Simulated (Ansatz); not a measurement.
CoSi2 (fluorite type, space group Fm-3m)

```
CoSi2
1.0
    0.00000     2.65746     2.65746
    2.65746     0.00000     2.65746
    2.65746     2.65746     0.00000
Co Si
1 2
Direct
  0.00000   0.00000   0.00000
  0.25000   0.25000   0.25000
  0.75000   0.75000   0.75000
```

The slice is a {110} plane (indices of the conventional cell) through the point (0.750, 0.750, 0.750) (fractional), spanned by u = [100] and v = [1 -1 -1] in vectors of this cell: u (3.76 Å) and v (5.31 Å, at 90° to u). It covers one period; positions are fractions (u, v).

Calculation: r2SCAN (plane waves to 500 eV, PAW, scalar-relativistic; Ansatz, a program for electronic structure). k mesh 15×15×15. These are valence fields of a PAW run, semicore shells included where kept as valence: close to a nucleus they are smooth pseudo fields. CoSi2 is run without spin polarisation. CoSi2 was relaxed with its symmetry unable to fall.

Three fields on this plane, each scaled to ten steps between its own extremes (0 low, 9 high; the total valence density on a logarithmic scale, the potential cut 8 eV below its top; x marks points blanked near nuclei; v = 0 in the bottom row):

Map A
```
|xxxx9889889xxx|
|xxxx9xxxxx9xxx|
|xxx9xxxxxxx9xx|
|9999xxxxxxx999|
|8889xxxxxxx988|
|9999xxxxxxx999|
|xxx9xxxxxxx9xx|
|xxxx9xxxxx9xxx|
|xxxx9889889xxx|
|xxxx8777778xxx|
|xxxx7655567xxx|
|xxxx6543456xxx|
|xxx653212356xx|
|98764210124678|
|88753100013578|
|98764210124678|
|xxx653212356xx|
|xxxx6543456xxx|
|xxxx7655567xxx|
|xxxx8777778xxx|
```

Map B
```
|xxxx9532359xxx|
|xxxx6xxxxx6xxx|
|xxx8xxxxxxx8xx|
|9984xxxxxxx489|
|9973xxxxxxx379|
|9984xxxxxxx489|
|xxx8xxxxxxx8xx|
|xxxx6xxxxx6xxx|
|xxxx9532359xxx|
|xxxx8643468xxx|
|xxxx6533356xxx|
|xxxx4211124xxx|
|xxx421000124xx|
|99741000001479|
|99741000001479|
|99741000001479|
|xxx421000124xx|
|xxxx4211124xxx|
|xxxx6533356xxx|
|xxxx8643468xxx|
```

Map C
```
|xxxx0443440xxx|
|xxxx0xxxxx0xxx|
|xxx0xxxxxxx0xx|
|0132xxxxxxx231|
|4452xxxxxxx254|
|0132xxxxxxx231|
|xxx0xxxxxxx0xx|
|xxxx0xxxxx0xxx|
|xxxx0443440xxx|
|xxxx0677760xxx|
|xxxx1689861xxx|
|xxxx3799973xxx|
|xxx268999862xx|
|01368999998631|
|44678999998764|
|01368999998631|
|xxx268999862xx|
|xxxx3799973xxx|
|xxxx1689861xxx|
|xxxx0677760xxx|
```

Task: Assign the maps to these fields: electron localisation function (ELF); valence electron density; electrostatic potential energy of an electron, from the cell's mean.

Result: A is the valence electron density; B is the electron localisation function (ELF); C is the electrostatic potential energy of an electron, from the cell's mean.
